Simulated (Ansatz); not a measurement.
Nb, single point

The cell (1 atom) is Nb as an experimental structure (space group Im-3m). Source: COD entry 4000948, which need not be the ambient phase.

All numbers below come from DFT, PBE, PAW, plane waves, scalar-relativistic in Ansatz development build ahead of 0.2.0.

Input file:

```yaml
crystal:
  lattice:
    - [-1.6506, 1.6506, 1.6506]
    - [1.6506, -1.6506, 1.6506]
    - [1.6506, 1.6506, -1.6506]
  atoms:
    - { symbol: Nb, position: [0.0, 0.0, 0.0] }
hamiltonian:
  xc: pbe
  pseudopotentials: { kind: paw }
basis:
  ecutwfc: 420
kpoints:
  mp_grid: { grid: [11, 11, 11] }
scf:
  occupations: { method: gaussian, width: 0.1 }
  lower_state_search: "off"
  max_iter: 15
output:
  forces: true
  stress: true
```

The run was started with:
```sh
ansatz run input.yaml --threads 2 --pin off --max-ram 5120MiB --backend cpu --events-out ev --progress --plain --runs-dir out
```

What the program printed (shortened):

```
Pseudopotentials: kind: paw
Pseudopotential: Nb, paw, valence charge 13, recommended cutoff 420 eV (normal), Nb.paw.azcp
Functional definition: PBE
Crystal: 1 atoms, lattice volume = 17.988 Å³
Basis set: ecut = 420 eV, 369 PW (Γ), exchange–correlation on 40×40×40 points (8 copies of the dense FFT grid, shifted against one another)
Bands: 11, of which v1, the nominal top of the filled ones, is band 7 counted from 1 (6 counted from 0)
Symmetry: 48 space group operations
Space group: Im-3m (ITA 229), of the structure as read, at distance tolerance 2.6e-5 Å
k-points: 56 of 1331
Non-local potential: Nb, projectors of the file, l = 0: 3, l = 1: 2, l = 2: 2, l = 3: 1
Initial density: superposition of atomic densities (neutral atoms: chi_scale 0, normalization atom), corrected by the library's trained network
Initial wavefunctions: pseudopotential atomic-orbital guess
Functional: x = pbe(κ = 0.804, μ = 0.2195149727645171), c = pbe(β = 0.06672455060314922)
SCF iter   1: F=—  HF=-4552.278587 eV  |F-HF|=—  |Δ(HF+E_count)|=         —  Δρ=3.94e-3  dr2=2.52e-3  ethr=1.77e-3  ⟨swp⟩=5.0  Hψ=3547  notcnv=0
preconditioner: auto → none  [metal: Δε(μ)=0.060 eV  Ē_g=7.641 eV  σ=0.100 eV  W_gap=0.32  n_scr=0 (ndim 8)  ℏωp=19.6 eV  f_vac=0.000  D(μ)=1.90/eV (n_scr^D=18)]
SCF iter   2: F=—  HF=-4552.278035 eV  |F-HF|=—  |Δ(HF+E_count)|=   5.52e-4  Δρ=1.49e-3  dr2=1.95e-4  ethr=1.94e-5  ⟨swp⟩=2.2  Hψ=1290  notcnv=0
SCF iter   3: F=—  HF=-4552.278041 eV  |F-HF|=—  |Δ(HF+E_count)|=   5.40e-6  Δρ=4.88e-4  dr2=2.26e-5  ethr=1.50e-6  ⟨swp⟩=1.0  Hψ=600  notcnv=0
SCF iter   4: F=—  HF=-4552.278043 eV  |F-HF|=—  |Δ(HF+E_count)|=   2.17e-6  Δρ=3.29e-5  dr2=4.26e-8  ethr=1.74e-7  ⟨swp⟩=1.0  Hψ=600  notcnv=0
iter 5 did not close the SCF: its close was put off for the readings that it lacked (scf_convergence_deferred on its scf_iter line)
SCF iter   5: F=-4552.278043 eV  HF=-4552.278043 eV  |F-HF|=6.82e-11  |Δ(HF+E_count)|=   8.76e-8  Δρ=2.60e-6  dr2=2.89e-10  ethr=3.27e-10  ⟨swp⟩=2.0  Hψ=962  notcnv=0
SCF iter   6: F=-4552.278043 eV  HF=-4552.278043 eV  |F-HF|=9.09e-13  |Δ(HF+E_count)|=  9.09e-11  Δρ=1.61e-7  dr2=1.66e-12  ethr=2.23e-12  ⟨swp⟩=1.0  Hψ=1807  notcnv=0
SCF 1 converged in 6 iterations: F = -4552.278043 eV  dr2 = 1.66e-12
  greatest PAW one-centre occupation: 0.998 electrons in one spin orbital (limit 2), on the Nb atom at site 0 (counted from 0), in its partial waves of l = 0
SCF converged after 6 iterations
Free energy (F): -4552.278043 eV
Harris-Foulkes:  -4552.278043 eV  (|F-HF|=9.09e-13)
Internal energy: -4552.268372 eV  (E = F + TS)
E sigma→0 (E₀):  -4552.273207 eV
Entropy (-TS):   -0.009671 eV (-9.671 meV/atom)
Fermi energy:    17.757375 eV
--- Per-component energies (eV) ---
  E_band       = -67.075604
  E_kinetic    = 395.328475
  E_local      = -692.474199  (includes V_loc(G=0)·N_el)
  E_nonlocal   = 119.867994
  E_hartree    = 215.604224
  E_xc         = -175.805547
  E_vxc        = -213.305132  (∫ρ·V_xc dr)
  E_paw        = -3073.425507  (= ΣΔE_a)
  E_vpaw       = -107.701209  (= ΣTr[D̂ρ^β])
  E_aug_tail   = 0.000007  (compensation charges beyond the density's cutoff)
  E_ewald      = -1341.363819
  E_smearing   = -0.009671  (= −TS)
  E_closure    = 0.000000  (closes the sum)
  Σ components = -4552.278043   (vs F -4552.278043, Δ=0.00e0)
--- Forces (eV/Å), atoms counted from 1 ---
  atom   1  Nb    -0.00000000    -0.00000000     0.00000000
  max |Σ_I F_I| component: 3.29e-32 eV/Å
--- Stress (GPa, compression-positive) ---
        2.186884       0.000000      -0.000000
       -0.000000       2.186884      -0.000000
       -0.000000      -0.000000       2.186884
  P = ⅓ Tr σ = 2.1869 GPa (21.869 kbar)
```

The run took 0.69 s on 2 threads of Intel(R) Xeon(R) Platinum 8488C (Sapphire Rapids), on a shared host, peak memory 0.32 GiB.
